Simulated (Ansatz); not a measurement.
## SnAu: course of a relaxation

These are results of Ansatz 0.2.0, DFT PBEsol, scalar-relativistic, plane waves, PAW, not measurements. Settings: 420 eV cutoff, 12×12×10 k-mesh, Gaussian smearing of 0.10 eV, no spin polarisation.

What was changed: uniaxial strain along c, with a, b and atoms relaxed: -2.0 %.

Spin–orbit coupling is left out, which can shift energies with elements as heavy as these.

Command:

```bash
ansatz run input.yaml --threads 1 --pin off --max-ram 2560MiB --backend cpu --events-out ev --progress --plain --runs-dir out
```

Input:

```yaml
crystal:
  lattice:
    - [4.3555938361, 0.0, 0.0]
    - [-2.1777969181, 3.7720549107, 0.0]
    - [0.0, 0.0, 5.4422423774]
  atoms:
    - { symbol: Sn, position: [0.6666666667, 0.3333333333, 0.75] }
    - { symbol: Sn, position: [0.3333333333, 0.6666666667, 0.25] }
    - { symbol: Au, position: [0.0, 0.0, 0.5] }
    - { symbol: Au, position: [0.0, 0.0, 0.0] }
basis:
  ecutwfc: 420
kpoints:
  mp_grid: { grid: [12, 12, 10] }
hamiltonian:
  xc: pbesol
scf:
  occupations: { method: gaussian, width: 0.1 }
output:
  forces: true
  stress: true
  eigenvalues: true
relax:
  adjacent_minimum: "off"
  f_tol: 0.008
  max_steps: 40
  cell: { stress_tol: 0.015, fix: [c, angles] }
```

F is the free energy. Steps run on the plane waves of an earlier cell, but the last one, and at times one on the way, on a freshly chosen basis, so a repeated geometry can differ a little in energy. The held parts of the cell keep their stress, so P needn't end at zero.

Steps:

```csv
step,F − F(1) (eV),largest force component (eV/Å),V (Å³/atom),P (GPa)
1,0.0000,0.000,22.353,1.17
2,0.0001,0.000,22.474,0.70
3,-0.0001,0.000,22.416,0.92
4,-0.0002,0.000,22.416,0.92
```

Relaxed structure:

```yaml
crystal:
  lattice:
    - [4.36173, 0.00000, 0.00000]
    - [-2.18087, 3.77737, 0.00000]
    - [0.00000, 0.00000, 5.44224]
  atoms:
    - { symbol: Sn, position: [0.66667, 0.33333, 0.75000] }
    - { symbol: Sn, position: [0.33333, 0.66667, 0.25000] }
    - { symbol: Au, position: [0.00000, 0.00000, 0.50000] }
    - { symbol: Au, position: [0.00000, 0.00000, 0.00000] }
```

It takes space group P6_3/mmc (No. 194, hexagonal). Conventional cell: a = 4.362 Å, b = 4.362 Å, c = 5.442 Å, α = 90.00°, β = 90.00°, γ = 120.00°. Sn (site symmetry -6m2) is surrounded by 6 Au at 2.86 Å. Au (site symmetry -3m) has 2 Au at 2.72 Å and 6 Sn at 2.86 Å as nearest neighbours.

The run converged. The run took 5.4 min on 1 thread of Intel(R) Xeon(R) Processor @ 2.50GHz (Skylake/Cascade Lake), on a shared host, peak memory 0.88 GiB.